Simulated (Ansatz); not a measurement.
**Kick test of a cell of Ta4Al**

The cell was found from a proposed guess, not taken from experiment.

Method: Ansatz 0.2.0, DFT PBE, scalar-relativistic, plane waves, PAW. Plane waves to 420 eV, a k mesh through Γ of 12×12×12 on the computed 5-atom cell and Gaussian smearing (0.10 eV); no spin polarisation.

The cell below (5 atoms, space group Fmmm (No. 69)) is relaxed within its symmetry.

```
Ta Al
1.0
     0.00000    2.29213   11.38974
     1.70459    0.00000   11.38974
     1.70459    2.29213    0.00000
Ta Al
4 1
Direct
  0.19873 0.19873 0.80127
  0.59733 0.59733 0.40267
  0.80127 0.80127 0.19873
  0.40267 0.40267 0.59733
  0.00000 0.00000 0.00000
```

For the test a repeat of it with 10 atoms (edges 2.86, 5.60, 11.52 Å) was strained at random (σ = 1.5 % a component), the atoms were moved at random (σ = 0.10 Å), and all was relaxed again on a coarse 8×4×2 mesh (in the run’s order of axes) with 0.20 eV smearing, with no symmetry imposed.

These runs have no spin–orbit coupling, which can matter for Ta.

Question: Is the structure stable against such a distortion?

Answer: It returns, within 1 meV/atom of the unmoved cell on that mesh and with the same symmetry when read at 0.1 Å (Cm at 0.01 Å, so small strains and shifts remain). So it is stable against the distortions that fit this cell and that this random move excites. Modes that don't fit the cell aren't tested.
